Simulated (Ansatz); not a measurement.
The guess for HfTa₄F was made by a generator: random cell by space group and Wyckoff sites (P6/mmm, No. 191). Its size is a rough estimate.

```yaml
crystal:
  lattice:
    - [4.00227, 0.00000, 0.00000]
    - [-2.00113, 3.46607, 0.00000]
    - [0.00000, 0.00000, 8.25154]
  atoms:
    - { symbol: Hf, position: [0.00000, 0.00000, 0.50000] }
    - { symbol: Ta, position: [0.33333, 0.66667, 0.62653] }
    - { symbol: Ta, position: [0.33333, 0.66667, 0.37347] }
    - { symbol: Ta, position: [0.66667, 0.33333, 0.37347] }
    - { symbol: Ta, position: [0.66667, 0.33333, 0.62653] }
    - { symbol: F, position: [0.00000, 0.00000, 0.00000] }
```

These are results of DFT PBE, scalar-relativistic, plane waves, PAW (Ansatz 0.2.0), not measurements. Cutoff 420 eV, Gaussian smearing, Γ-centred meshes. Cell and atoms relax first on a coarse mesh and then on a finer one. In between, the cell is made exact in the group found at 0.06 Å. In metals the finer mesh still leaves noise of several meV/atom or more. The steps can't lower the symmetry of their start. No spin polarisation in the relaxation; trial moments died out in a coarse test.

A guess keeps its type if space group and coordination stay and the shape of the cell changes little (axis ratios within about 15 %, angles within 6°); the volume may change.

Question: Will the relaxed cell still be of the starting type?

Answer: It doesn't keep its type. The symmetry stays P6/mmm (No. 191). The volume per atom shrinks by 3.1 %, from 19.1 to 18.5 Å³. The shortest distance goes from 2.09 Å (Ta–Ta) to 2.65 Å (Ta–Ta). The ratio c/a of the conventional cell changes by a factor of 0.54. Counting neighbours within 15 % of an atom's shortest distance, the start has F 20, Hf 12, Ta 4 and the end F 2, Hf 14, Ta 5. In detail, at the end Hf has 2 F at 2.71 Å and 12 Ta at 3.10 Å; Ta has 5 Ta at 2.65–2.81 Å, 3 Hf at 3.10 Å and 3 F at 3.13 Å; around F lie 2 Hf at 2.71 Å and 12 Ta at 3.13 Å.

```cif
data_structure
_symmetry_space_group_name_H-M 'P 1'
_symmetry_Int_Tables_number 1
_cell_length_a 4.8594
_cell_length_b 4.8594
_cell_length_c 5.4251
_cell_angle_alpha 90.000
_cell_angle_beta 90.000
_cell_angle_gamma 120.000
_cell_volume 110.94
loop_
_atom_site_label
_atom_site_type_symbol
_atom_site_fract_x
_atom_site_fract_y
_atom_site_fract_z
_atom_site_occupancy
Hf1 Hf 0.00000 0.00000 0.50000 1
Ta1 Ta 0.33333 0.66667 0.74415 1
Ta2 Ta 0.33333 0.66667 0.25585 1
Ta3 Ta 0.66667 0.33333 0.25585 1
Ta4 Ta 0.66667 0.33333 0.74415 1
F1 F 0.00000 0.00000 0.00000 1
```

The zero of energy is the elements' standard structures at the same level (F₂ as a molecule); no fitted shifts are applied.

Question: At what energy does it end?

Answer: +0.30 eV/atom. A positive value: parting into the elements would lower its energy.

The last run used a 12×12×8 mesh (in the run's order of axes) for its 6-atom cell and Gaussian smearing of 0.10 eV. These runs have no spin–orbit coupling, which can matter for Hf and Ta. A structure relaxed within its symmetry needn't be a true minimum.
